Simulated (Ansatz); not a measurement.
A plane-wave DFT run in Ansatz 0.2.0 (scalar-relativistic PAW potentials unless the input names others): input and command.

```yaml
crystal:
  lattice:
    - [3.0941201823, -2.9e-09, 0.0]
    - [-1.5470600887, 2.6795866817, 0.0]
    - [0.0, 0.0, 10.1293391983]
  atoms:
    - { symbol: Si, position: [0.6666666667, 0.3333333333, 0.9378441882] }
    - { symbol: Si, position: [0.3333333333, 0.6666666667, 0.4378441882] }
    - { symbol: Si, position: [0.0, 0.0, 0.6878995563] }
    - { symbol: Si, position: [0.0, 0.0, 0.1878995563] }
    - { symbol: C, position: [0.6666666667, 0.3333333333, 0.7498074461] }
    - { symbol: C, position: [0.3333333333, 0.6666666667, 0.2498074461] }
    - { symbol: C, position: [0.0, 0.0, 0.5004478094] }
    - { symbol: C, position: [0.0, 0.0, 0.0004478094] }
basis:
  ecutwfc: 420
kpoints:
  mp_grid: { grid: [12, 12, 4] }
hamiltonian:
  xc: pbe
scf:
  occupations: { method: gaussian, width: 0.02 }
  convergence: { dr2_threshold: 1.0e-14 }
  max_iter: 60
output:
  forces: true
  eigenvalues: true
  stress: true
```

```bash
ansatz run input.yaml --threads 4 --pin off --max-ram 8192MiB --backend cpu --events-out ev --progress --plain --runs-dir out
```

Abridged log:
```
Basis set: ecut = 420 eV, 1629 PW (Γ), exchange–correlation on 48×48×144 points (8 copies of the dense FFT grid, shifted against one another)
Bands: 24, of which v1, the nominal top of the filled ones, is band 16 counted from 1 (15 counted from 0)
Symmetry: 12 space group operations
k-points: 57 of 576 (time reversal used)
SCF iter   1: F=—  HF=-3548.646668 eV  |F-HF|=—  |Δ(HF+E_count)|=         —  Δρ=2.80e-3  dr2=7.19e-3  ethr=1.77e-3  ⟨swp⟩=6.4  Hψ=7591  notcnv=0  defer=1
SCF iter   2: F=—  HF=-3548.646232 eV  |F-HF|=—  |Δ(HF+E_count)|=   4.36e-4  Δρ=7.48e-4  dr2=2.45e-4  ethr=2.25e-5  ⟨swp⟩=2.3  Hψ=2874  notcnv=0  defer=161
SCF iter   3: F=—  HF=-3548.646445 eV  |F-HF|=—  |Δ(HF+E_count)|=   2.13e-4  Δρ=3.02e-4  dr2=3.47e-5  ethr=7.64e-7  ⟨swp⟩=2.4  Hψ=2169  notcnv=0  defer=104
automatic band count: iteration 3 solves 23 bands in place of 24: the levels show a gap, and the empty bands left out lie too high to hold charge; the band table lists the bands solved (type scf.n_extra_bands for more)
SCF iter   4: F=—  HF=-3548.646396 eV  |F-HF|=—  |Δ(HF+E_count)|=   4.84e-5  Δρ=5.58e-5  dr2=5.50e-6  ethr=1.08e-7  ⟨swp⟩=2.0  Hψ=2064  notcnv=0  defer=104
SCF iter   5: F=—  HF=-3548.646398 eV  |F-HF|=—  |Δ(HF+E_count)|=   1.54e-6  Δρ=1.67e-5  dr2=1.84e-7  ethr=1.72e-8  ⟨swp⟩=2.0  Hψ=1825  notcnv=0  defer=104
SCF iter   6: F=—  HF=-3548.646400 eV  |F-HF|=—  |Δ(HF+E_count)|=   2.70e-6  Δρ=3.96e-6  dr2=7.97e-9  ethr=5.75e-10  ⟨swp⟩=2.0  Hψ=2002  notcnv=0  defer=104
SCF iter   7: F=—  HF=-3548.646400 eV  |F-HF|=—  |Δ(HF+E_count)|=   1.50e-8  Δρ=8.12e-7  dr2=3.24e-10  ethr=2.49e-11  ⟨swp⟩=2.0  Hψ=2080  notcnv=0  defer=104
SCF iter   8: F=—  HF=-3548.646400 eV  |F-HF|=—  |Δ(HF+E_count)|=  7.97e-10  Δρ=9.21e-8  dr2=6.10e-12  ethr=1.01e-12  ⟨swp⟩=2.0  Hψ=2098  notcnv=0  defer=104
SCF iter   9: F=—  HF=-3548.646400 eV  |F-HF|=—  |Δ(HF+E_count)|=  4.55e-12  Δρ=1.78e-8  dr2=1.64e-13  ethr=1.90e-14 (applied; sched 1.00e-12)  ⟨swp⟩=2.0  Hψ=2120  notcnv=0  defer=110
SCF iter  10: F=-3548.646400 eV  HF=-3548.646400 eV  |F-HF|=0.00e0  |Δ(HF+E_count)|=  9.09e-13  Δρ=2.73e-9  dr2=7.35e-15  ethr=1.00e-12  ⟨swp⟩=8.5  Hψ=5430  notcnv=0
SCF 1 converged in 10 iterations: F = -3548.646400 eV  dr2 = 7.35e-15
SCF converged after 10 iterations
Free energy (F): -3548.646400 eV
Harris-Foulkes:  -3548.646400 eV  (|F-HF|=0.00e0)
Internal energy: -3548.646400 eV  (E = F + TS)
E sigma→0 (E₀):  -3548.646400 eV
Fermi energy:    10.475329 eV
--- Forces (eV/Å), atoms counted from 1 ---
  atom   1  Si     0.00000000     0.00000000     0.00008641
  atom   2  Si     0.00000000     0.00000000     0.00008641
  atom   3  Si     0.00000000     0.00000000     0.00009637
  atom   4  Si     0.00000000     0.00000000     0.00009637
  atom   5  C      0.00000000     0.00000000    -0.00010586
  atom   6  C      0.00000000     0.00000000    -0.00010586
  atom   7  C      0.00000000     0.00000000    -0.00007631
  atom   8  C      0.00000000     0.00000000    -0.00007631
--- Stress (GPa, compression-positive) ---
        0.000918       0.000000       0.000000
        0.000000       0.000918       0.000000
        0.000000       0.000000       0.001758
  P = ⅓ Tr σ = 0.0012 GPa (0.012 kbar)
```

One setting here is needlessly strict: a threshold far tighter than needed (scf.convergence.dr2_threshold: not typed → 1e-14). It leaves the result as it was and can only cost iterations: the run converged in 10 SCF iterations with an energy at zero smearing within 0.01 meV/atom of the reference's, pressure 0.00 GPa, largest force 0.000 eV/Å, gap on the mesh 2.22 eV. A reference run on usual settings, whose relaxation ended at this geometry, converged, and the end of its own relaxation has pressure 0.00 GPa, largest force 0.000 eV/Å, gap on the mesh 2.22 eV.

It took 14 s on 4 threads of AMD EPYC (Zen 3), with other jobs on the host, peak memory 0.41 GiB.